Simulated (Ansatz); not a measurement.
A distorted cell of Ga(MoS2)4 (space group F-43m):

```xyz
13
Lattice="0.0000 4.7782 4.7782 4.7782 0.0000 4.7782 4.7782 4.7782 0.0000" Properties=species:S:1:pos:R:3 pbc="T T T"
Ga     4.7782     4.7782     4.7782
Mo     8.5714     5.7634     5.7634
Mo     8.5714     8.5714     8.5714
Mo     5.7634     5.7634     8.5714
Mo     5.7634     8.5714     5.7634
S      3.4767     6.0798     3.4767
S      6.0798     3.4767     3.4767
S      6.0798     6.0798     6.0798
S      3.4767     3.4767     6.0798
S      3.4759     1.3024     3.4759
S      1.3024     3.4759     3.4759
S      1.3024     1.3024     1.3024
S      3.4759     3.4759     1.3024
```

Computed with PBEsol (plane waves to 420 eV, PAW, scalar-relativistic; Ansatz, an electronic-structure program). k mesh 7×7×7 (Γ-centred), Fermi-Dirac smearing 0.05 eV. The energy includes the smearing's −TS. Stress and pressure are positive under compression. Ga(MoS2)4 is run without spin polarisation. Ga(MoS2)4 was relaxed with its symmetry unable to fall.

### Question
Give the stress tensor in GPa and the pressure.

### Answer
```
    3.8      0.0      0.0
    0.0      3.8      0.0
    0.0      0.0      3.8
```
The pressure, a third of the trace, is 3.8 GPa.

### Question
It is the relaxed cell scaled evenly to V/V₀ = 0.967, atoms relaxed where free. What is its energy relative to the relaxed cell?

### Answer
7 meV/atom.

(A scan under strain: stresses follow from slopes of the energy per volume, elastic moduli from its curvatures.)
